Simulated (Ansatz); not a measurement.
Migration of Fe in Si

Theory: DFT LDA, scalar-relativistic, plane waves, PAW (Ansatz). Settings: 420 eV cutoff, 3×3×3 k-mesh, Gaussian smearing of 0.02 eV, collinear spin.

Host crystal, relaxed:

```cif
data_structure
_symmetry_space_group_name_H-M 'P 1'
_symmetry_Int_Tables_number 1
_cell_length_a 3.8198
_cell_length_b 3.8198
_cell_length_c 3.8198
_cell_angle_alpha 60.000
_cell_angle_beta 60.000
_cell_angle_gamma 60.000
_cell_volume 39.41
loop_
_atom_site_label
_atom_site_type_symbol
_atom_site_fract_x
_atom_site_fract_y
_atom_site_fract_z
_atom_site_occupancy
Si1 Si 0.75000 0.75000 0.75000 1
Si2 Si 0.50000 0.50000 0.50000 1
```

In a supercell of 16 host sites with charge +1, interstitial Fe hops to an equivalent place, moving 2.12 Å between the relaxed ends. Climbing-image nudged elastic band at fixed cell with images 0 (start) to 4 (end), the path measured over all atoms, converged to 0.05 eV/Å; the order of the saddle wasn't checked, and the small cell leaves errors of about a tenth of an eV.

Supercell rows in host cell vectors: 0 -2 2; 0 0 2; -2 0 2. Fe was set at (0.000, 0.000, 0.000) of the host cell.

At the relaxed start Fe has 3 Si at 2.35 Å, 1 Si at 2.37 Å, 3 Si at 2.64 Å, 1 Si at 2.79 Å, 2 Si at 2.80 Å.

Starting moments were lost in some runs.

Question: What barrier does the band give, and what surrounds the atom at the top?

Answer: 0.48 eV at image 1, where Fe has 3 Si at 2.32 Å, 3 Si at 2.35 Å, 1 Si at 2.88 Å.

Cost: 1 run of about 98 core-minutes, on Arm Neoverse N1 (shared hosts).